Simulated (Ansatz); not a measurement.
BN:
```
CELL_PARAMETERS angstrom
      2.49821     0.00000     0.00000
     -1.24910     2.16351     0.00000
      0.00000     0.00000    13.74279
ATOMIC_POSITIONS crystal
  B  0.33333 0.66667 0.12020
  B  0.66667 0.33333 0.62020
  B  0.66667 0.33333 0.87980
  B  0.33333 0.66667 0.37980
  N  0.33333 0.66667 0.62026
  N  0.66667 0.33333 0.12026
  N  0.66667 0.33333 0.37974
  N  0.33333 0.66667 0.87974
```

Tensor components refer to the Cartesian frame of this cell.

Question: Give the high-frequency dielectric tensor and the Born effective charge tensors of the independent atoms from DFPT, DFT-r²SCAN+D4 in the program Ansatz with PAW potentials.

Answer: 
ε∞:
```
4.32  0.00  0.00
0.00  4.32  0.00
0.00  0.00  2.46
```
Z* of atom 1 (B), rows: field, columns: displacement, in e:
```
2.72  0.00  0.00
0.00  2.72  0.00
0.00  0.00  0.70
```
Z* of atom 5 (N), rows: field, columns: displacement, in e:
```
-2.72   0.00   0.00
 0.00  -2.72   0.00
 0.00   0.00  -0.70
```

Static charges for comparison (Bader): B1 +2.30, N5 -2.30 e. Born charges measure polarisation by displacement and can exceed these by far.

Space group P6_3/mmc. The cell is a constructed one: a structure type filled with these elements. Its sites differ from those of the usual phase in this space group: another stacking or structure type. Symmetry was held in the r²SCAN+D4 relaxation; phonons on a q-mesh show weakly imaginary modes. The volume moved by 56 % from the start of the relaxation.

Potentials: the later of the program's two PAW sets.
